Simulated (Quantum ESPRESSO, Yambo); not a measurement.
## CsHF2: DFT and GW levels

```cif
data_H4Cs4F8
_chemical_formula_sum 'H4 F8 Cs4'
_space_group_name_H-M_alt 'I4/mcm'
_space_group_IT_number 140
_space_group_name_Hall '-I 4 2c'
_cell_length_a 6.11260
_cell_length_b 6.11260
_cell_length_c 7.77765
_cell_angle_alpha 90.000
_cell_angle_beta 90.000
_cell_angle_gamma 90.000
loop_
_atom_site_label
_atom_site_type_symbol
_atom_site_symmetry_multiplicity
_atom_site_Wyckoff_symbol
_atom_site_fract_x
_atom_site_fract_y
_atom_site_fract_z
_atom_site_occupancy
H1 H 4 d 0.00000 0.50000 0.00000 1
F1 F 8 h 0.36801 0.13199 0.00000 1
Cs1 Cs 4 a 0.00000 0.00000 0.25000 1
```
(The calculation used a cell of 8 atoms; values per cell refer to that cell.)

The geometry is that of Materials Project entry mp-24668, symmetrised and not relaxed again.

Starting point: PBEsol (pw.x of Quantum ESPRESSO, ONCV potentials, without SOC). G0W0 in Yambo: 2×2×2 Γ-centred k mesh, 207 bands and a 7 Ry block in the screening, 207 bands in G with the Bruneval-Gonze terminator, plasmon pole fitted at 27.2 eV.

The PBEsol gap along the band path is 6.56 eV. The PBEsol gap between the mesh's edge points (Γ → Γ) comes out as 6.56 eV and the G0W0 gap between the same points is 10.08 eV.

```csv
k point,band,E PBEsol (eV),E QP (eV),shift (eV),Z
Γ,VB,0.00,-2.50,-2.50,0.82
Γ,CB,6.56,7.58,1.01,0.90
X,VB,-0.11,-2.64,-2.53,0.81
X,CB,8.09,9.38,1.29,0.89
N,VB,-0.16,-2.71,-2.54,0.81
N,CB,8.58,9.79,1.20,0.89
Z,VB,-0.25,-2.84,-2.59,0.81
Z,CB,7.59,8.72,1.13,0.89
```

Energies count from the PBEsol valence-band maximum.

Nearest settings tried, and what they do to the gap: 133 bands in G: +6 meV; 133 bands in W, 133 bands in G: +57 meV; 6 Ry block (265 vectors against 315): +9 meV. Not varied: mesh. So the settings aren't converged at that level. The k mesh is coarse.

The structure is a Materials Project entry; no match was found in the copy of COD used, and its stability was not checked.
